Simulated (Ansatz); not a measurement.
SiC (4H type, space group P6_3mc)

```
SiC
1.0
    3.07759     0.00000     0.00000
   -1.53880     2.66527     0.00000
    0.00000     0.00000    10.07638
Si C
4 4
Direct
  0.00000   0.00000   0.00030
  0.00000   0.00000   0.50030
  0.66667   0.33333   0.75025
  0.33333   0.66667   0.25025
  0.00000   0.00000   0.81287
  0.00000   0.00000   0.31287
  0.66667   0.33333   0.56221
  0.33333   0.66667   0.06221
```

The slice is a (1 -1 0 0) plane (indices of the conventional cell) through the point (0.667, 0.333, 0.562) (fractional), spanned by u = [110] and v = [001] in vectors of this cell: u (3.08 Å) and v (10.08 Å, at 90° to u). It covers one period; positions are fractions (u, v).

Level of theory: r2SCAN (plane waves to 500 eV, PAW, scalar-relativistic; Ansatz, a first-principles code). k mesh 12×12×4. Near the nuclei the fields are pseudised (PAW); where an atom keeps semicore shells as valence, they peak there. SiC was relaxed with its symmetry unable to fall.

### Question
Around which element is the density of the highest valence band (whole band, smooth part) largest on this plane?

### Answer
C. Mean over a disc round each atom, of radius 0.45 times the shortest bond: C 0.087, Si 0.015 e/Å³.

### Question
Sketch the valence electron density on this plane as a map.

### Answer
```
|99998877555555778899|
|88887766554455667788|
|55555555444444555555|
|33333333444444333333|
|11112233444444332211|
|00112244555555442211|
|00113355667766553311|
|11224466777777664422|
|11224466778877664422|
|11224455667766554422|
|11113344556655443311|
|00002233444444332200|
|00001133444444331100|
|00002244555555442200|
|11113355666666553311|
|11224466777777664422|
|11224466778877664422|
|11224455667766554422|
|11113344555555443311|
|00112233444444332211|
|11112233444444332211|
|22333344445544443333|
|44445555556655555544|
|44556666666666666655|
|22446666666666666644|
|00225566555555665522|
|33445555444444555544|
|66665544332233445566|
|88776644221122446677|
|99887755332233557788|
|99998866443344668899|
|99998877554455778899|
```
Scale: ten equal steps from -1.38 (start of '0') to 0.26 (end of '9'), in the order '0123456789'. Values: log₁₀ of the valence density in e/Å³. The map has 10 points along u (two characters each, u = 0 at the left) and 32 along v (v = 0 in the bottom row). The scale is logarithmic, as a density can span decades between atoms and voids.
